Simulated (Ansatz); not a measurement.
YTe, DFT, PBEsol, all-electron LAPW, scalar-relativistic (Ansatz 0.2.0), run on 1 thread of Intel(R) Xeon(R) Platinum 8488C (Sapphire Rapids) on a shared host.

The cell is COD entry 9008769, as deposited and not checked against the literature; nothing was relaxed.

Command: `ansatz run input.yaml --threads 1 --pin off --max-ram 3072MiB --backend cpu --events-out ev --progress --plain --runs-dir out`

```yaml
crystal:
  lattice:
    - [0.0, 3.0475, 3.0475]
    - [3.0475, 0.0, 3.0475]
    - [3.0475, 3.0475, 0.0]
  atoms:
    - { symbol: "Y", position: [0.0, 0.0, 0.0] }
    - { symbol: Te, position: [0.5, 0.5, 0.5] }
kpoints:
  mp_grid: { grid: [12, 12, 12] }
  band_path:
    path:
      - [0.0, 0.0, 0.0]
      - [0.5, 0.0, 0.5]
      - [0.625, 0.25, 0.625]
      - [0.375, 0.375, 0.75]
      - [0.0, 0.0, 0.0]
      - [0.5, 0.5, 0.5]
      - [0.5, 0.25, 0.75]
      - [0.5, 0.0, 0.5]
    npoints: 14
scf:
  occupations: { method: fermi_dirac, width: 0.05 }
hamiltonian:
  xc: pbesol
  pseudopotentials: { kind: all_electron, lapw: { basis_error: 0.0005 } }
output:
  forces: true
  stress: true
  eigenvalues: true
  populations: true
  dos: { projected: true, de: 0.2, e_range: [-14, 8] }
```

Problem. How large is the problem that the program sets up?

Solution. 72 irreducible k-points, 339 plane waves at Γ, 31 bands.

Problem. About how long does it take, and how much memory does it use?

Solution. 29 s of wall time for 8 SCF iterations, with a peak of 0.46 GiB. Times on shared machines scatter by tens of per cent.

Problem. And the same cell and mesh by frozen-core PAW, asked for forces, stress, eigenvalues, efg, populations, bader, dos, write_density, write_potential, elf and the same band path, on the same hardware?

Solution. 18 s, peak memory 0.5 GiB.

Problem. And the same cell and mesh by crystal-made all-electron datasets, asked for forces, stress, eigenvalues, efg and the same band path, on the same hardware?

Solution. 16 s, peak memory 0.54 GiB.
